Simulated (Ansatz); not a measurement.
Relaxed-ion elastic tensor of BiRh (NiAs type, P6_3/mmc) in GPa (Voigt order), PBEsol in the plane-wave PAW code Ansatz; density 12.56 g/cm³, 20.62 Å³ per atom.

```
 174   115  97.2   0.0   0.0   0.0
 115   174  97.2   0.0   0.0   0.0
97.2  97.2   221   0.0   0.0   0.0
 0.0   0.0   0.0  65.2   0.0   0.0
 0.0   0.0   0.0   0.0  65.2   0.0
 0.0   0.0   0.0   0.0   0.0  29.4
```

**Question.** Is the crystal mechanically stable?

**Answer.** Yes: the smallest eigenvalue of C is 29.4 GPa.

**Question.** Work out the Voigt, Reuss and Hill averages.

**Answer.** K_V = 132, K_R = 132, K_H = 132; G_V = 49.3, G_R = 43.0, G_H = 46.1 GPa.

**Question.** Give Young's modulus, Poisson's ratio, Pugh's ratio and the universal anisotropy index.

**Answer.** E = 9KG/(3K + G) = 124 GPa; ν = 0.34; K/G = 2.86 (ductile by the Pugh limit of 1.75); A_U = 5G_V/G_R + K_V/K_R − 6 = 0.74.

**Question.** Estimate the sound speeds and the Debye temperature.

**Answer.** v_l = √((K + 4G/3)/ρ) = 3920 m/s, v_t = √(G/ρ) = 1920 m/s, mean 2150 m/s; Θ = (h/k)(3n/4πV)^(1/3) v_m = 234 K.

**Question.** How much does each axis shrink under pressure?

**Answer.** Linear compressibilities β_i = Σ_j S_ij (j = 1 to 3): x 2.7, y 2.7, z 2.1 per TPa.

The first step of the workflow began from a Materials Project structure, measured or hypothetical; the Crystallography Open Database files this formula in space group No. 194, but the cells were not matched. Its standing as an ambient phase is unchecked. Symmetry was held in the PBEsol relaxation; of distortions, only those at the zone centre were tested. No spin polarisation was allowed. As this level gives no gap, shear constants depend on the k-mesh and smearing (Fermi–Dirac, 0.1 eV here). Spin–orbit coupling is left out wherever it is not named.

Potentials: the later of the program's two PAW sets.
